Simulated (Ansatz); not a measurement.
HfC:
Space group P6₃/mmc (No. 194); a = b = 3.8400 Å, c = 4.6275 Å, α = β = 90.00°, γ = 120.00°

```json
[
 {"atom": "Hf", "site": "2d", "symmetry": "-6m2", "x": "0.6667", "y": "0.3333", "z": "0.2500"},
 {"atom": "C", "site": "2c", "symmetry": "-6m2", "x": "0.3333", "y": "0.6667", "z": "0.2500"}
]
```

Relaxed with r²SCAN.

Q: Which orbitals make up the states near the Fermi level in DFT-r²SCAN in the program Ansatz with PAW potentials?

A: Within 0.5 eV of the Fermi level: Hf 5d 58 %, C 2p 39 %. Projections are on Löwdin-orthogonalised atomic valence shells; empty p or d shells of many metals are not among them.

Q: Tabulate the density of states.

A: States/eV per cell of 4 atoms, in 0.25 eV bins, energy from the Fermi level.

```tsv
E (eV)	total	Hf 5d	C 2p	Hf 6s
-7.85	0.00	0.00	0.00	0.00
-7.60	0.00	0.00	0.00	0.00
-7.35	0.00	0.00	0.00	0.00
-7.10	0.00	0.00	0.00	0.00
-6.85	0.00	0.00	0.00	0.00
-6.60	0.00	0.00	0.00	0.00
-6.35	0.00	0.00	0.00	0.00
-6.10	0.00	0.00	0.00	0.00
-5.85	0.00	0.00	0.00	0.00
-5.60	0.00	0.00	0.00	0.00
-5.35	0.00	0.00	0.00	0.00
-5.10	0.01	0.00	0.00	0.00
-4.85	1.85	0.65	0.92	0.19
-4.60	1.97	0.69	0.98	0.19
-4.35	1.92	0.67	0.97	0.18
-4.10	2.33	0.78	1.20	0.22
-3.85	2.46	0.87	1.25	0.21
-3.60	1.71	0.63	0.88	0.12
-3.35	1.40	0.54	0.73	0.07
-3.10	2.01	0.81	1.08	0.07
-2.85	3.10	1.26	1.70	0.07
-2.60	6.14	2.33	3.51	0.06
-2.35	5.08	1.71	3.12	0.03
-2.10	5.52	1.89	3.38	0.02
-1.85	5.79	1.93	3.59	0.04
-1.60	3.10	1.10	1.87	0.02
-1.35	1.15	0.52	0.60	0.00
-1.10	0.91	0.42	0.46	0.00
-0.85	0.69	0.33	0.33	0.00
-0.60	0.46	0.21	0.23	0.00
-0.35	0.20	0.08	0.11	0.00
-0.10	0.18	0.09	0.09	0.00
0.15	0.37	0.21	0.15	0.00
0.40	0.53	0.38	0.14	0.00
0.65	0.59	0.46	0.12	0.00
0.90	0.84	0.67	0.15	0.00
1.15	0.94	0.79	0.13	0.00
1.40	1.12	0.94	0.16	0.01
1.65	1.16	0.98	0.15	0.01
1.90	1.51	1.25	0.20	0.01
2.15	1.67	1.37	0.21	0.02
2.40	1.63	1.31	0.19	0.04
2.65	1.83	1.44	0.22	0.07
2.90	1.63	1.22	0.22	0.08
3.15	1.54	1.10	0.24	0.09
3.40	1.81	1.29	0.26	0.11
3.65	1.72	1.22	0.24	0.10
3.90	1.65	1.15	0.25	0.08
4.15	1.69	1.21	0.22	0.07
4.40	2.63	1.93	0.31	0.12
4.65	2.74	2.00	0.30	0.15
```

Space group P6_3/mmc. The start of the workflow was typed in or built on a structure type; the Crystallography Open Database copy checked does not list it. It is not the phase usual at ambient conditions (space group No. 225). Symmetry was held in the r²SCAN relaxation; its stability against distortions is not shown here. The run is not spin-polarised. Scalar-relativistic: spin–orbit coupling is off unless named, which matters more the heavier the elements.

Potentials: the earlier of the program's two PAW sets.
